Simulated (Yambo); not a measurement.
Yambo run on CdBr$_{2}$ (space group P6_3mc, No. 186). The wavefunctions are PBEsol (Quantum ESPRESSO, PseudoDojo norm-conserving, 102 Ry, scalar-relativistic) ones on a 3×3×1 mesh (34 occupied bands); a = 3.9971 Å, b = 3.9971 Å, c = 12.5752 Å, α = 90.00°, β = 90.00°, γ = 120.00°.

Yambo input:

```
rim_cut
gw0
dyson
el_el_corr
HF_and_locXC
ppa
em1d
RandQpts= 1000000
RandGvec= 1 Ry
EXXRLvcs= 102 Ry
VXCRLvcs= 408 Ry
Chimod= "HARTREE"
% BndsRnXp
 9 | 171 |
%
NGsBlkXp= 7 Ry
% LongDrXp
 1.0 | 1.0 | 1.0 |
%
PPAPntXp= 27.2114 eV
% GbndRnge
 1 | 171 |
%
GTermKind= "BG"
DysSolver= "n"
ExtendOut
% QPkrange
 1 | 1 | 34 | 35 |
%
```

k points by index: 1 = Γ.

The o-*.qp file then holds:

```
#    K-point    Band    Eo [eV]    E [eV]    E-Eo [eV]    Vxc [eV]    Vnlxc [eV]    Sc|Eo [eV]    Sc|E [eV]    dSc/dw|Eo [eV]    Re(Z)    Im(Z)
#
    1    34    0.000000    -0.932333    -0.932333    -14.36439    -17.92964    2.406689    2.632913    -6.601844    0.804753    -0.001340
    1    35    2.679780    3.460760    0.780980    -10.93547    -6.834051    -3.163304    -3.320437    -5.474276    0.832516    -0.001164
```
(The two width columns are left out.) Convergence of these settings isn't established.

Spin-orbit coupling is not included.

Geometry relaxed with PBE+D3(BJ).
